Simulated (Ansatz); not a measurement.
CsSnI$_{3}$ (cubic perovskite)

```
CELL_PARAMETERS angstrom
      6.22511     0.00000     0.00000
      0.00000     6.22511     0.00000
      0.00000     0.00000     6.22511
ATOMIC_POSITIONS crystal
  Cs 0.00000 0.00000 0.00000
  Sn 0.50000 0.50000 0.50000
  I  0.00000 0.50000 0.50000
  I  0.50000 0.50000 0.00000
  I  0.50000 0.00000 0.50000
```

Scan: atom 1 (Cs, nearest neighbour I at 4.402 Å; its periodic images, 6.2 Å or more away, move with it) is displaced along Cartesian [111], direction (0.577, 0.577, 0.577) in Cartesian axes, by s. The other atoms stay.

Level of theory: r2SCAN (plane waves to 500 eV, PAW, scalar-relativistic; Ansatz, an electronic-structure program). k mesh 5×5×5 (Γ-centred), Fermi-Dirac smearing 0.05 eV. Energies are smeared free energies. On this mesh the relaxed cell isn't quite at rest: it carries a pressure of -0.1 GPa (compression positive) at the zero of the scan. CsSnI3 was relaxed with its symmetry unable to fall. Spin-orbit coupling is left out, though I is heavy. The PAW data are Ansatz's earlier set. This is a high-temperature form of CsSnI3. ΔE is measured from the undisplaced structure.

```csv
s (Å),ΔE (meV/cell)
-1.320,587
-1.056,262
-0.792,withheld
-0.528,29
-0.264,5
0.000,0
0.264,5
0.528,29
0.792,withheld
1.056,262
1.320,587
```

Fit an even polynomial form (powers 2, 4) to the given rows and predict ΔE at s = 0.792.

Least squares on the 9 given rows: ΔE = (55.52)·s² + (161.4)·s⁴, in meV/cell with s in Å; root-mean-square residual 0.6 meV/cell. At 0.792 the fit gives 98 meV/cell; the calculation gives 98 meV/cell, the same to the digits shown. The quadratic term alone would give 35 meV/cell.

(A displaced cell: forces are minus the slopes of the energy, force constants its curvatures, and phonons follow from these.)
